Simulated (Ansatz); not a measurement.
Computed properties of YbN

```
Yb N
1.0
     0.00000    2.58986    2.58986
     2.58986    0.00000    2.58986
     2.58986    2.58986    0.00000
Yb N
1 1
Direct
  0.00000 0.00000 0.00000
  0.25000 0.25000 0.25000
```

Atoms are numbered in the order listed.

The cell was built from the zincblende type and relaxed in the same program, and has space group F-43m; it needn't be a known or the stable phase.

Where the f shell is localised, expect the real compound to differ from this run without U.

No spin–orbit coupling, which matters for the heavy atoms here.

Levels of theory: DFT, PBE, all-electron LAPW, scalar-relativistic (Ansatz 0.2.0); DFT, PBE, PAW with Ansatz's default frozen-core files, scalar-relativistic (Ansatz 0.2.0).

For LAPW: a Γ-centred 11×11×11 k mesh, Fermi–Dirac smearing of 0.08 eV, basis error target 1 meV/atom, no spin polarisation. PAW takes a cutoff of 420 eV at this cell. The Ansatz runs share mesh, smearing and spin set-up. Values come from LAPW unless marked.

```yaml
Pressure_at_this_cell: 0.01 GPa
Volume_per_atom: 17.37 Å³
```

(1) Löwdin charges (with 0.04 e of the cell spilling out of the atomic basis, so their sizes and signs hang on that basis): what does the calculation give?

(2) Give the computed value. Density of states at the Fermi level (0.2 eV bin).

(3) Band gap: what does the calculation give?

(4) Give the computed value. Bader charges (from the PAW run).

Answers

(1) Yb1 0.56, N2 -0.51 e.

(2) 6.25 states/eV per cell.

(3) none: with an odd electron count and no spin polarisation the bands can't all be full, a metal in this set-up (spin order or a larger cell could open a gap).

(4) Yb1 +1.66, N2 -1.66 e.
